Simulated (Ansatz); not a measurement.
Relax this structure to zero stress and force, keeping its symmetry:

```
Ga Si Re
1.0
     3.21031    0.00000    0.00000
     0.00000    3.21031    0.00000
     0.00000    0.00000    8.11543
Ga Si Re
2 2 2
Cartesian
  1.6052 0.0000 7.4147
  0.0000 1.6052 0.7007
  0.0000 1.6052 3.3722
  1.6052 0.0000 4.7433
  0.0000 1.6052 5.9143
  1.6052 0.0000 2.2011
```

Method: DFT PBE+D3(BJ), scalar-relativistic, plane waves, PAW (Ansatz 0.2.0).

Settings: cutoff 420 eV, Γ-centred mesh 12×12×6 on the computed 6-atom cell, Gaussian smearing of 0.01 eV; no spin polarisation.

Question: What does it relax to?

Answer: The volume falls by 0.41 Å³/atom to 13.53 Å³/atom, and the energy falls by 8.0 meV/atom. Final structure:
Space group P4/nmm:1 (No. 129). a = 3.179 Å, b = 3.179 Å, c = 8.034 Å, α = 90.00°, β = 90.00°, γ = 90.00°
```tsv
atom	site	symmetry	x	y	z
Ga	2c	4mm	0.5000	0.0000	0.9145
Si	2c	4mm	0.0000	0.5000	0.4157
Re	2c	4mm	0.0000	0.5000	0.7299
```

Spin–orbit coupling is left out, which can shift energies with elements as heavy as these.

Cost: 1 run of about 1.5 core-minutes, on Intel Xeon Platinum 8488C (Sapphire Rapids) (shared hosts).